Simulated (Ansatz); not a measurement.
This run works on a generated trial structure, not on a known crystal.

Input and command of a plane-wave DFT calculation in Ansatz:

```yaml
crystal:
  lattice:
    - [7.1104221432, 0.0, 0.0]
    - [-3.5552110716, 6.1578062076, 0.0]
    - [0.0, 0.0, 3.4897974551]
  atoms:
    - { symbol: Lu, position: [0.3333333333, 0.6666666667, 0.5] }
    - { symbol: Lu, position: [0.6666666667, 0.3333333333, 0.5] }
    - { symbol: Sc, position: [0.0, 0.0, 0.0] }
    - { symbol: "N", position: [0.5, 0.0, 0.5] }
    - { symbol: "N", position: [0.0, 0.5, 0.5] }
    - { symbol: "N", position: [0.5, 0.5, 0.5] }
basis:
  ecutwfc: 420
kpoints:
  mp_grid: { grid: [6, 6, 12] }
hamiltonian:
  xc: pbe
scf:
  occupations: { method: gaussian, width: 0.1 }
output:
  forces: true
  stress: true
  eigenvalues: true
  write_density: true
  write_potential: true
  elf: true
  volumetric_format: npy
relax:
  adjacent_minimum: "off"
  f_tol: 0.01
  max_steps: 80
  cell: { stress_tol: 0.05 }
```

```bash
ansatz run input.yaml --threads 1 --pin off --max-ram 2560MiB --backend cpu --events-out ev --progress --plain --runs-dir out
```

Processor: Arm Neoverse V1, 1 thread, on a host shared with other jobs.

Question: How long does it run, and how much memory does it take?

Answer: About 2.6 min, peak memory 0.59 GiB. It solves 46 bands at 49 k points (after reduction by symmetry) with about 2969 plane waves (on the last cell), in 34 SCF iterations over 5 ionic steps.
